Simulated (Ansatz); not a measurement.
HfO2:
```xyz
12
Lattice="5.2943 0.0000 0.0000 0.0000 5.0697 0.0000 0.0000 0.0000 5.1018" Properties=species:S:1:pos:R:3 pbc="T T T"
Hf     0.1725     1.3500     1.2245
Hf     5.1218     3.7197     3.7754
Hf     2.4746     1.3500     3.7754
Hf     2.8197     3.7197     1.2245
O      1.9347     0.3428     1.9548
O      3.3596     4.7269     4.5057
O      0.7125     0.3428     4.5057
O      4.5819     4.7269     1.9548
O      3.8608     2.3462     2.4990
O      1.4335     2.7235     5.0499
O      4.0807     2.3462     5.0499
O      1.2136     2.7235     2.4990
```

Relaxed with PBE. Special points in fractions of this cell's reciprocal vectors: Γ (0.000, 0.000, 0.000); X (0.500, 0.000, 0.000); S (0.500, 0.500, 0.000); Y (0.000, 0.500, 0.000); Z (0.000, 0.000, 0.500); U (0.500, 0.000, 0.500); R (0.500, 0.500, 0.500); T (0.000, 0.500, 0.500).

Task: List the band energies nearest the valence-band maximum at these points for plane-wave PAW PBE with spin–orbit coupling (Ansatz code).

Result: In eV from the valence-band maximum; about four levels below and three above (degenerate sets whole), none deeper than 8.9 eV; points with the same levels are listed once.

| k | below | above |
|---|---|---|
| Γ | -0.07 -0.07 0.00 0.00 | 4.81 4.81 5.09 5.09 |
| X | -0.37 -0.37 -0.36 -0.36 | 5.06 5.06 5.08 5.08 |
| S | -0.48 -0.48 -0.45 -0.45 | 4.58 4.58 4.66 4.66 |
| Y | -0.17 -0.17 -0.14 -0.14 | 4.48 4.48 4.79 4.79 |
| Z | -0.24 -0.24 -0.24 -0.24 | 4.54 4.54 4.54 4.54 |
| U | -0.66 -0.66 -0.66 -0.66 | 4.95 4.95 5.05 5.05 |
| R | -0.81 -0.81 -0.81 -0.81 | 4.54 4.54 4.59 4.59 |
| T | -0.34 -0.34 -0.34 -0.34 | 4.47 4.47 4.47 4.47 |

Space group Pca2_1. The cell was relaxed with PBE under the symmetry of its start. The run is not spin-polarised.

Potentials: the earlier of the program's two PAW sets.
